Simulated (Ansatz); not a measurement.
SiSe$_{2}$:
```
SiSe2
1.0
   -2.58992     2.58992     5.25187
    2.58992    -2.58992     5.25187
    2.58992     2.58992    -5.25187
Si Se
2 4
Direct
  0.50000   0.50000   0.00000
  0.25000   0.75000   0.50000
  0.27998   0.27998   0.00000
  0.02998   0.52998   0.50000
  0.47002   0.97002   0.50000
  0.72002   0.72002   0.00000
```

Relaxed with PBE. Special points in fractions of this cell's reciprocal vectors: Γ (0.000, 0.000, 0.000); X (0.000, 0.000, 0.500); P (0.250, 0.250, 0.250); N (0.000, 0.500, 0.000); M (0.500, 0.500, -0.500); S (0.311, 0.689, -0.311); S0 (-0.311, 0.311, 0.311); R (-0.122, 0.122, 0.500); G (0.500, 0.500, -0.122).

Task: List the band energies nearest the valence-band maximum at these points for DFT-PBE in the program Ansatz with PAW potentials.

Result: In eV from the valence-band maximum; about four levels below and three above (degenerate sets whole), none deeper than 8.9 eV; points with the same levels are listed once.

| k | below | above |
|---|---|---|
| Γ | -0.97 -0.97 -0.08 -0.08 | 0.31 1.60 4.17 |
| X | -1.20 -1.20 -0.22 -0.22 | 1.31 1.31 2.27 2.27 |
| P | -1.65 -1.65 -0.01 -0.01 | 1.40 1.40 1.92 1.92 |
| N | -1.41 -1.36 -1.14 -1.02 | 1.29 1.40 2.46 |
| M | -1.41 -1.41 -0.59 -0.59 | 0.36 0.36 4.66 4.66 |
| S | -1.42 -1.02 -0.87 -0.74 | 0.53 1.45 2.02 |
| R | -1.05 -1.05 -0.19 -0.19 | 1.47 1.47 1.85 1.85 |

Space group I4_1/amd (anatase). The cell is a constructed one: a structure type filled with these elements; neither database checked (COD, Materials Project) lists it. COD files the formula under space group No. 72, so this cell is another polymorph or a model. Whether it is the stable phase at ambient conditions was not checked. Symmetry was held in the PBE relaxation; whether a distortion lowers the energy is not shown. Spin–orbit coupling is left out wherever it is not named.

Potentials: the later of the program's two PAW sets.
